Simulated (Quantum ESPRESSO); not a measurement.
Zn4F6Cl2, one run as intended and one with a planted mistake

Simulated, not a measurement. The program is pw.x of Quantum ESPRESSO 7.5 (plane-wave density functional theory). The cell is made up: 12 atoms on a rutile lattice, with randomly drawn elements, strain and displacements, not relaxed. PseudoDojo standard norm-conserving files (v0.5 for PBE, v0.4.1 for LDA and PBEsol) set the functional; there is no spin polarisation, spin-orbit coupling or dispersion term, and the masses in the input are unused placeholders.

Intended input:

```
&control calculation='scf', pseudo_dir='./dojo.nc.sr.pbe.v0_5.standard.upf', outdir='./o', disk_io='medium', tprnfor=.true., tstress=.true. /
&system ibrav=0, nat=12, ntyp=3, nbnd=74, ecutwfc=84.00895049, nosym=.true., tot_charge=0,
 occupations='smearing', smearing='fd', degauss=0.0018374661
/
&electrons conv_thr=7.350e-09, electron_maxstep=60, /
ATOMIC_SPECIES
Cl 1.0 Cl.upf
F 1.0 F.upf
Zn 1.0 Zn.upf
CELL_PARAMETERS angstrom
4.9484 0.0315 0.0493
0.0315 4.9812 0.0034
0.0658 0.0045 6.4314
ATOMIC_POSITIONS angstrom
Zn 0.0517 -0.029 0.0018
Zn 2.5278 2.4658 1.6346
Zn 0.0801 0.0093 3.2111
Zn 2.5725 2.5247 4.8503
F 1.4564 1.6073 -0.0563
Cl 3.4537 3.46 0.0251
F 3.9887 0.9912 1.6275
F 0.986 4.0061 1.6461
F 1.5473 1.5136 3.2348
F 3.5148 3.5591 3.3255
Cl 4.0356 0.9478 4.8635
F 1.0552 4.0 4.8621
K_POINTS automatic
5 5 4 1 1 1
```

The log is shortened where brackets say so; the opening notice, blank lines, dates and the lines on written files are dropped, and the path of the files is cut. It prints rydbergs, bohrs and kilobars, and counts compression as positive stress. Where no state is partly filled, the Fermi energy that it prints is only some level between the filled and the empty states on the mesh, and need not lie in the true gap.

Log of the intended run:

```
     Program PWSCF v.7.5
     Parallel version (MPI & OpenMP), running on       1 processor cores
     Number of MPI processes:                 1
     Threads/MPI process:                     1
     [start-up lines left out]
     bravais-lattice index     =            0
     lattice parameter (alat)  =       9.3518  a.u.
     unit-cell volume          =    1069.6433 (a.u.)^3
     number of atoms/cell      =           12
     number of atomic types    =            3
     number of electrons       =       136.00
     number of Kohn-Sham states=           74
     kinetic-energy cutoff     =      84.0090  Ry
     charge density cutoff     =     336.0358  Ry
     scf convergence threshold =      7.3E-09
     mixing beta               =       0.7000
     number of iterations used =            8  plain     mixing
     Exchange-correlation= PBE
                           (   1   4   3   4   0   0   0)
     [axes and pseudopotential details left out]
   Cartesian axes
     site n.     atom                  positions (alat units)
         1        Zn     tau(   1) = (   0.0104471  -0.0058601   0.0003637  )
         2        Zn     tau(   2) = (   0.5107961   0.4982677   0.3303059  )
         3        Zn     tau(   3) = (   0.0161859   0.0018793   0.6488715  )
         4        Zn     tau(   4) = (   0.5198287   0.5101697   0.9801069  )
         5        F      tau(   5) = (   0.2942968   0.3247894  -0.0113766  )
         6        Cl     tau(   6) = (   0.6978940   0.6991670   0.0050720  )
         7        F      tau(   7) = (   0.8060022   0.2002932   0.3288712  )
         8        F      tau(   8) = (   0.1992424   0.8095182   0.3326297  )
         9        F      tau(   9) = (   0.3126651   0.3058553   0.6536606  )
        10        F      tau(  10) = (   0.7102406   0.7191923   0.6719884  )
        11        Cl     tau(  11) = (   0.8154793   0.1915233   0.9827743  )
        12        F      tau(  12) = (   0.2132257   0.8082856   0.9824914  )
     number of k points=    50  Fermi-Dirac smearing, width (Ry)=  0.0018
                       cart. coord. in units 2pi/alat
        k(    1) = (   0.0984314   0.0986611   0.0951072), wk =   0.0400000
        k(    2) = (   0.0965155   0.0985419   0.2874935), wk =   0.0400000
     [further k points left out]
     Dense  grid:   111301 G-vectors     FFT dimensions: (  60,  60,  72)
     Estimated max dynamical RAM per process >     194.49 MB
     Initial potential from superposition of free atoms
     starting charge     135.9994, renormalised to     136.0000
     Starting wfcs are   72 randomized atomic wfcs +    2 random wfcs
     total cpu time spent up to now is       16.1 secs
     per-process dynamical memory:   113.3 Mb
     Self-consistent Calculation
     iteration #  1     ecut=    84.01 Ry     beta= 0.70
     Davidson diagonalization with overlap
     ethr =  1.00E-02,  avg # of iterations =  4.5
     Threshold (ethr) on eigenvalues was too large:
     Diagonalizing with lowered threshold
     Davidson diagonalization with overlap
     ethr =  9.20E-04,  avg # of iterations =  1.0
     total cpu time spent up to now is       97.7 secs
     total energy              =   -2033.78682783 Ry
     estimated scf accuracy    <       1.23485483 Ry
     iteration #  2     ecut=    84.01 Ry     beta= 0.70
     Davidson diagonalization with overlap
     ethr =  9.08E-04,  avg # of iterations =  2.1
     total cpu time spent up to now is      149.1 secs
     total energy              =   -2034.07934162 Ry
     estimated scf accuracy    <       1.21227571 Ry
     [iterations 3 to 8 left out]
     iteration #  9     ecut=    84.01 Ry     beta= 0.70
     Davidson diagonalization with overlap
     ethr =  2.52E-10,  avg # of iterations =  2.0
     total cpu time spent up to now is      517.7 secs
     total energy              =   -2034.33339201 Ry
     estimated scf accuracy    <       0.00000004 Ry
     iteration # 10     ecut=    84.01 Ry     beta= 0.70
     Davidson diagonalization with overlap
     ethr =  2.66E-11,  avg # of iterations =  2.0
     total cpu time spent up to now is      582.8 secs
     End of self-consistent calculation
     [lines on levels left out]
     the Fermi energy is     7.1246 ev
!    total energy              =   -2034.33339202 Ry
     estimated scf accuracy    <          5.1E-09 Ry
     smearing contrib. (-TS)   =       0.00000000 Ry
     internal energy E=F+TS    =   -2034.33339202 Ry
     The total energy is F=E-TS. E is the sum of the following terms:
     one-electron contribution =   -1503.59503299 Ry
     hartree contribution      =     801.33337113 Ry
     xc contribution           =    -264.93689139 Ry
     ewald contribution        =   -1067.13483877 Ry
     convergence has been achieved in  10 iterations
     Forces acting on atoms (cartesian axes, Ry/au):
     atom    1 type  3   force =     0.08659487    0.01946858    0.06895116
     atom    2 type  3   force =    -0.04109702   -0.03947663    0.07819261
     atom    3 type  3   force =     0.03820514   -0.04419658   -0.07601847
     atom    4 type  3   force =    -0.10312549    0.01463496   -0.08968301
     atom    5 type  2   force =    -0.01263799   -0.02320285    0.02280100
     atom    6 type  1   force =     0.03932952    0.05028105    0.04995392
     atom    7 type  2   force =     0.00786696   -0.00596830    0.01075089
     atom    8 type  2   force =    -0.00279401    0.01006646    0.00810757
     atom    9 type  2   force =     0.01699545    0.01793603   -0.01966853
     atom   10 type  2   force =    -0.01364205   -0.02070274   -0.02436223
     atom   11 type  1   force =    -0.03238304    0.03298163   -0.01540234
     atom   12 type  2   force =     0.01668766   -0.01182161   -0.01362259
     Total force =     0.251866     Total SCF correction =     0.000123
     Computing stress (Cartesian axis) and pressure
          total   stress  (Ry/bohr**3)                   (kbar)     P=      113.01
   0.00065764  -0.00004650  -0.00001975           96.74       -6.84       -2.91
  -0.00004650   0.00075566   0.00003575           -6.84      111.16        5.26
  -0.00001975   0.00003575   0.00089132           -2.91        5.26      131.12
     init_run     :     14.71s CPU     16.11s WALL (       1 calls)
     electrons    :    522.24s CPU    566.66s WALL (       1 calls)
     forces       :      8.68s CPU      8.79s WALL (       1 calls)
     stress       :     30.70s CPU     31.72s WALL (       1 calls)
     [timing details left out]
     PWSCF        :   9m36.52s CPU  10m24.05s WALL
     JOB DONE.
```

A second run has one planted mistake: the plane-wave cutoff is too low. The input lines that differ, file-writing options aside:

```
- &system ibrav=0, nat=12, ntyp=3, nbnd=74, ecutwfc=84.00895049, nosym=.true., tot_charge=0,
+ &system ibrav=0, nat=12, ntyp=3, nbnd=74, ecutwfc=58.87241413, nosym=.true., tot_charge=0,
```

Its log:

```
     Program PWSCF v.7.5
     Parallel version (MPI & OpenMP), running on       1 processor cores
     Number of MPI processes:                 1
     Threads/MPI process:                     1
     [start-up lines left out]
     bravais-lattice index     =            0
     lattice parameter (alat)  =       9.3518  a.u.
     unit-cell volume          =    1069.6433 (a.u.)^3
     number of atoms/cell      =           12
     number of atomic types    =            3
     number of electrons       =       136.00
     number of Kohn-Sham states=           74
     kinetic-energy cutoff     =      58.8724  Ry
     charge density cutoff     =     235.4897  Ry
     scf convergence threshold =      7.3E-09
     mixing beta               =       0.7000
     number of iterations used =            8  plain     mixing
     Exchange-correlation= PBE
                           (   1   4   3   4   0   0   0)
     [axes and pseudopotential details left out]
   Cartesian axes
     site n.     atom                  positions (alat units)
         1        Zn     tau(   1) = (   0.0104471  -0.0058601   0.0003637  )
         2        Zn     tau(   2) = (   0.5107961   0.4982677   0.3303059  )
         3        Zn     tau(   3) = (   0.0161859   0.0018793   0.6488715  )
         4        Zn     tau(   4) = (   0.5198287   0.5101697   0.9801069  )
         5        F      tau(   5) = (   0.2942968   0.3247894  -0.0113766  )
         6        Cl     tau(   6) = (   0.6978940   0.6991670   0.0050720  )
         7        F      tau(   7) = (   0.8060022   0.2002932   0.3288712  )
         8        F      tau(   8) = (   0.1992424   0.8095182   0.3326297  )
         9        F      tau(   9) = (   0.3126651   0.3058553   0.6536606  )
        10        F      tau(  10) = (   0.7102406   0.7191923   0.6719884  )
        11        Cl     tau(  11) = (   0.8154793   0.1915233   0.9827743  )
        12        F      tau(  12) = (   0.2132257   0.8082856   0.9824914  )
     number of k points=    50  Fermi-Dirac smearing, width (Ry)=  0.0018
                       cart. coord. in units 2pi/alat
        k(    1) = (   0.0984314   0.0986611   0.0951072), wk =   0.0400000
        k(    2) = (   0.0965155   0.0985419   0.2874935), wk =   0.0400000
     [further k points left out]
     Dense  grid:    65235 G-vectors     FFT dimensions: (  45,  45,  60)
     Estimated max dynamical RAM per process >     113.58 MB
     Check: negative core charge=   -0.000039
     Initial potential from superposition of free atoms
     starting charge     135.9994, renormalised to     136.0000
     Starting wfcs are   72 randomized atomic wfcs +    2 random wfcs
     total cpu time spent up to now is       16.6 secs
     per-process dynamical memory:    67.2 Mb
     Self-consistent Calculation
     iteration #  1     ecut=    58.87 Ry     beta= 0.70
     Davidson diagonalization with overlap
     ethr =  1.00E-02,  avg # of iterations =  4.6
     Threshold (ethr) on eigenvalues was too large:
     Diagonalizing with lowered threshold
     Davidson diagonalization with overlap
     ethr =  9.08E-04,  avg # of iterations =  1.0
     total cpu time spent up to now is       76.8 secs
     total energy              =   -2033.33618908 Ry
     estimated scf accuracy    <       1.21136158 Ry
     iteration #  2     ecut=    58.87 Ry     beta= 0.70
     Davidson diagonalization with overlap
     ethr =  8.91E-04,  avg # of iterations =  2.0
     total cpu time spent up to now is      116.6 secs
     total energy              =   -2033.62419641 Ry
     estimated scf accuracy    <       1.16143891 Ry
     [iterations 3 to 8 left out]
     iteration #  9     ecut=    58.87 Ry     beta= 0.70
     Davidson diagonalization with overlap
     ethr =  3.21E-10,  avg # of iterations =  2.0
     total cpu time spent up to now is      367.7 secs
     total energy              =   -2033.86849854 Ry
     estimated scf accuracy    <       0.00000004 Ry
     iteration # 10     ecut=    58.87 Ry     beta= 0.70
     Davidson diagonalization with overlap
     ethr =  3.15E-11,  avg # of iterations =  2.0
     total cpu time spent up to now is      412.8 secs
     End of self-consistent calculation
     [lines on levels left out]
     the Fermi energy is     7.0951 ev
!    total energy              =   -2033.86849855 Ry
     estimated scf accuracy    <          5.2E-09 Ry
     smearing contrib. (-TS)   =       0.00000000 Ry
     internal energy E=F+TS    =   -2033.86849855 Ry
     The total energy is F=E-TS. E is the sum of the following terms:
     one-electron contribution =   -1501.71087117 Ry
     hartree contribution      =     799.72934436 Ry
     xc contribution           =    -264.75213296 Ry
     ewald contribution        =   -1067.13483877 Ry
     convergence has been achieved in  10 iterations
     Forces acting on atoms (cartesian axes, Ry/au):
     atom    1 type  3   force =     0.08684640    0.02133847    0.07041782
     atom    2 type  3   force =    -0.04199612   -0.04012220    0.07810070
     atom    3 type  3   force =     0.03723596   -0.04444826   -0.07567801
     atom    4 type  3   force =    -0.10371523    0.01551382   -0.09071525
     atom    5 type  2   force =    -0.01312449   -0.02348303    0.02422079
     atom    6 type  1   force =     0.03905973    0.05006886    0.05001052
     atom    7 type  2   force =     0.00859439   -0.00684820    0.01112995
     atom    8 type  2   force =    -0.00225342    0.00892413    0.00761324
     atom    9 type  2   force =     0.01767563    0.01845533   -0.01971704
     atom   10 type  2   force =    -0.01308947   -0.01999347   -0.02470385
     atom   11 type  1   force =    -0.03222986    0.03272228   -0.01551751
     atom   12 type  2   force =     0.01699648   -0.01212774   -0.01516136
     Total force =     0.253409     Total SCF correction =     0.000133
     Computing stress (Cartesian axis) and pressure
          total   stress  (Ry/bohr**3)                   (kbar)     P=     -465.89
  -0.00327931  -0.00004808  -0.00002748         -482.40       -7.07       -4.04
  -0.00004808  -0.00318344   0.00003246           -7.07     -468.30        4.77
  -0.00002748   0.00003246  -0.00303838           -4.04        4.77     -446.96
     init_run     :     14.80s CPU     16.52s WALL (       1 calls)
     electrons    :    364.25s CPU    396.24s WALL (       1 calls)
     forces       :      5.28s CPU      5.39s WALL (       1 calls)
     stress       :     21.11s CPU     21.20s WALL (       1 calls)
     [timing details left out]
     PWSCF        :   6m45.56s CPU   7m19.67s WALL
     JOB DONE.
```

|  | intended run | run with the mistake |
| --- | --- | --- |
| free energy (eV) | -27678.516 | -27672.191 |
| smearing term -TS (eV) | 0.0000 | 0.0000 |
| pressure (GPa) | 11.30 | -46.59 |
| largest force component (eV/Å) | 2.651 | 2.667 |
| largest change of a force component (eV/Å) |  | 0.048 |
| iterations | 10 | 10 |

For scale, a rerun of the intended cell at 1437 eV and a 7 x 7 x 6 mesh moved values by no more than 0.003 eV in energy, 0.02 GPa in stress and 0.002 eV/Å in force.